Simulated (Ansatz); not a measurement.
Given:

Mg$_{2}$Ge:
Space group Fm-3m (No. 225); a = b = c = 6.4210 Å, α = β = γ = 90.00°

```json
[
 {"atom": "Ge", "site": "4a", "symmetry": "m-3m", "x": "0.0000", "y": "0.0000", "z": "0.0000"},
 {"atom": "Mg", "site": "8c", "symmetry": "-43m", "x": "0.2500", "y": "0.2500", "z": "0.2500"}
]
```
(The calculation used a cell of 3 atoms; values per cell refer to that cell.)

This is the PBE-relaxed structure.

Problem. All from plane-wave PAW PBE (Ansatz code), unless another level is named. Predict the Hill bulk and shear moduli.

Solution. 49.8 and 42.4 GPa.

Problem. And the highest zone-centre frequency (without LO–TO term)?

Solution. 249 cm⁻¹.

The PBE relaxation kept the symmetry of its start; of distortions, only those at the zone centre were tested.

Potentials: the later of the program's two PAW sets.
